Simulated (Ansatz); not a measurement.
Mo (bcc, W type)

```
CELL_PARAMETERS angstrom
     -3.15061     3.15061     3.15061
      0.00000     0.00000     3.15061
      0.00000     3.15061     0.00000
ATOMIC_POSITIONS crystal
  Mo 0.00000 0.00000 0.00000
  Mo 0.50000 0.00000 0.00000
```

The atoms are displaced by Q × the pattern below (from a DFPT mode at H = (0.5, 0.5, 0.5), largest move 1; Q in Å), at fixed cell. It is one choice among 3 degenerate patterns. (q is in reciprocal vectors of the primitive cell; the cell shown is doubled to hold the pattern.)

```tsv
atom	x	y	z
Mo1	0.000	0.000	1.000
Mo2	0.000	0.000	-1.000
```

Level of theory: r2SCAN (plane waves to 500 eV, PAW, scalar-relativistic; Ansatz, a quantum-chemistry and plane-wave program). k mesh 21×21×21 (Γ-centred), Fermi-Dirac smearing 0.05 eV. E stands for the smeared free energy. With partly filled bands, energies and forces of such displacements shift with the k mesh and the smearing. Mo is run without spin polarisation. Mo was relaxed with its symmetry unable to fall. ΔE is measured from the undisplaced structure.

Successive frames, forces in eV/Å:

| frame | ΔE (eV/cell) | F on Mo1 | F on Mo2 |
|---|---|---|---|
| Q = -0.233 Å | 0.807 | (0.000, 0.000, 3.395) | (0.000, 0.000, -3.395) |
| Q = -0.187 Å | 0.511 | (0.000, 0.000, 2.932) | (0.000, 0.000, -2.932) |
| Q = -0.140 Å | 0.271 | (0.000, 0.000, 2.188) | (0.000, 0.000, -2.188) |
| Q = -0.093 Å | 0.107 | (0.000, 0.000, 1.317) | (0.000, 0.000, -1.317) |

Problem. What are the energy and the forces in the next frame, Q = -0.047 Å?

Solution. ΔE (eV/cell) = 0.022.

| atom | Fx | Fy | Fz |
|---|---|---|---|
| Mo1 | 0.000 | 0.000 | 0.530 |
| Mo2 | 0.000 | 0.000 | -0.530 |

(For displaced atoms, the force is minus the slope of the energy, and its curvature is a force constant, which sets phonon frequencies.)
